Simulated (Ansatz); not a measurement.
Relaxed InP (zinc blende):

```
CELL_PARAMETERS angstrom
      0.00000     5.95980     5.95980
      2.97990     2.97990     5.95980
      2.97990     2.97990     0.00000
ATOMIC_POSITIONS crystal
  P  0.00000 0.75000 0.75000
  P  0.50000 0.75000 0.75000
  In 0.00000 0.00000 0.00000
  In 0.50000 0.00000 0.00000
```

The atoms are displaced by Q × the pattern below (from a DFPT mode at X = (0.5, 0.5, 0.0), largest move 1; Q in Å), at fixed cell. It is one choice among 2 degenerate patterns. (q is in reciprocal vectors of the primitive cell; the cell shown is doubled to hold the pattern.)

```csv
atom,x,y,z
P1,0.000,-1.000,0.000
P2,0.000,1.000,0.000
In3,0.196,0.000,0.000
In4,-0.196,0.000,0.000
```

All values below come from PBE (plane waves to 420 eV, PAW, scalar-relativistic; Ansatz, a program for electronic structure). k mesh 10×10×10 (Γ-centred), Fermi-Dirac smearing 0.05 eV. E stands for the smeared free energy. InP was relaxed with its symmetry unable to fall. The PAW data are Ansatz's earlier set. ΔE is measured from the undisplaced structure.

```json
[
 {"Q (Å)": "-0.2800", "ΔE (meV/cell)": "913"},
 {"Q (Å)": "-0.2333", "ΔE (meV/cell)": "withheld"},
 {"Q (Å)": "-0.1867", "ΔE (meV/cell)": "406"},
 {"Q (Å)": "-0.1400", "ΔE (meV/cell)": "229"},
 {"Q (Å)": "-0.0933", "ΔE (meV/cell)": "102"},
 {"Q (Å)": "-0.0467", "ΔE (meV/cell)": "25"},
 {"Q (Å)": "0.0000", "ΔE (meV/cell)": "0"},
 {"Q (Å)": "0.0467", "ΔE (meV/cell)": "25"},
 {"Q (Å)": "0.0933", "ΔE (meV/cell)": "102"},
 {"Q (Å)": "0.1400", "ΔE (meV/cell)": "229"},
 {"Q (Å)": "0.1867", "ΔE (meV/cell)": "406"},
 {"Q (Å)": "0.2333", "ΔE (meV/cell)": "withheld"},
 {"Q (Å)": "0.2800", "ΔE (meV/cell)": "913"}
]
```

Question: Fit an even polynomial form (powers 2, 4) to the given rows and predict ΔE at Q = -0.2333.

Answer: Least squares on the 11 given rows: ΔE = (11670)·Q² + (-335.4)·Q⁴, in meV/cell with Q in Å; root-mean-square residual 0.4 meV/cell. At -0.2333 the fit gives 634 meV/cell; the calculation gives 634 meV/cell, the same to the digits shown. The quadratic term alone would give 635 meV/cell.

(A displaced cell: forces are minus the slopes of the energy, force constants its curvatures, and phonons follow from these.)
